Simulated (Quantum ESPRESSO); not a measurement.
Band energies of LuBi₂ClO₄

```xyz
8
Lattice="3.8409 0.0000 0.0000 0.0000 3.8409 0.0000 0.0000 0.0000 8.8433" Properties=species:S:1:pos:R:3 pbc="T T T"
O      1.9204     0.0000     7.4976
O      1.9204     0.0000     1.3456
O      0.0000     1.9204     7.4976
O      0.0000     1.9204     1.3456
Cl     0.0000     0.0000     4.4216
Lu     0.0000     0.0000     0.0000
Bi     1.9204     1.9204     2.4822
Bi     1.9204     1.9204     6.3610
```

PBEsol (Quantum ESPRESSO, PseudoDojo norm-conserving, 100 Ry, scalar-relativistic); path ΓXMΓZRAZ,XR,MA; energies in eV from the valence-band maximum.

```csv
k (1/Å),point,band 39,band 40,band 41,band 42,band 43,band 44,band 45,band 46
0.00,Γ,-1.42,-0.79,-0.79,-0.78,-0.37,1.06,3.82,5.29
0.20,,-1.43,-1.01,-0.90,-0.84,-0.32,1.68,3.83,5.01
0.61,,-1.49,-1.36,-1.33,-0.77,-0.46,3.08,4.06,4.83
0.82,X,-1.46,-1.44,-1.31,-0.59,-0.54,2.79,4.60,4.81
1.23,,-1.79,-1.57,-1.15,-1.08,-0.78,3.79,3.98,4.53
1.43,,-1.65,-1.19,-1.04,-1.03,-0.25,3.83,3.94,3.94
1.64,M,-1.91,-1.03,-0.99,-0.84,0.00,3.69,3.69,3.71
1.83,,-1.66,-1.20,-1.03,-0.99,-0.20,3.78,3.89,3.93
2.02,,-1.71,-1.62,-1.13,-0.91,-0.47,3.38,4.24,4.31
2.41,,-1.68,-1.18,-0.81,-0.78,-0.41,2.57,4.12,4.22
2.79,Γ,-1.42,-0.79,-0.79,-0.78,-0.37,1.06,3.82,5.29
2.79,Z,-1.40,-0.79,-0.79,-0.79,-0.76,1.59,3.22,5.33
3.12,,-1.67,-1.04,-1.01,-0.90,-0.52,2.82,3.25,4.73
3.28,,-1.69,-1.26,-1.12,-1.08,-0.39,3.62,3.69,4.18
3.61,R,-1.80,-1.48,-1.46,-1.10,-0.27,3.56,4.52,4.79
3.77,,-1.67,-1.40,-1.39,-1.18,-0.48,3.71,4.39,4.53
4.10,,-1.78,-1.51,-1.28,-1.09,-0.57,3.74,3.77,4.31
4.26,,-1.95,-1.13,-1.04,-0.96,-0.16,3.51,3.51,4.54
4.43,A,-2.04,-1.03,-0.99,-0.84,0.00,3.44,3.44,4.91
4.57,,-2.00,-1.12,-1.00,-0.94,-0.11,3.49,3.51,4.48
4.86,,-1.80,-1.77,-1.26,-0.91,-0.51,3.67,3.93,3.93
5.01,,-1.65,-1.63,-0.85,-0.73,-0.64,3.56,3.98,4.23
5.30,,-1.45,-1.18,-0.80,-0.78,-0.56,2.58,3.28,4.85
5.44,,-1.41,-0.92,-0.79,-0.79,-0.69,1.89,3.20,5.21
5.59,Z,-1.40,-0.79,-0.79,-0.79,-0.76,1.59,3.22,5.33
5.59,X,-1.46,-1.44,-1.31,-0.59,-0.54,2.79,4.60,4.81
5.76,,-1.59,-1.46,-1.45,-0.89,-0.35,3.10,4.68,4.96
5.94,R,-1.80,-1.48,-1.46,-1.10,-0.27,3.56,4.52,4.79
5.94,M,-1.91,-1.03,-0.99,-0.84,0.00,3.69,3.69,3.71
6.30,A,-2.04,-1.03,-0.99,-0.84,0.00,3.44,3.44,4.91
```

The PBEsol gap is indirect, 1.06 eV, from M to Γ; the smallest direct gap is 1.43 eV.

Spin-orbit coupling is left out; with 6p states at a band edge it can lower the gap by many tenths of an eV, most of a small gap. The 4f states are in the valence at their DFT position.

Geometry relaxed with PBE+D3(BJ).
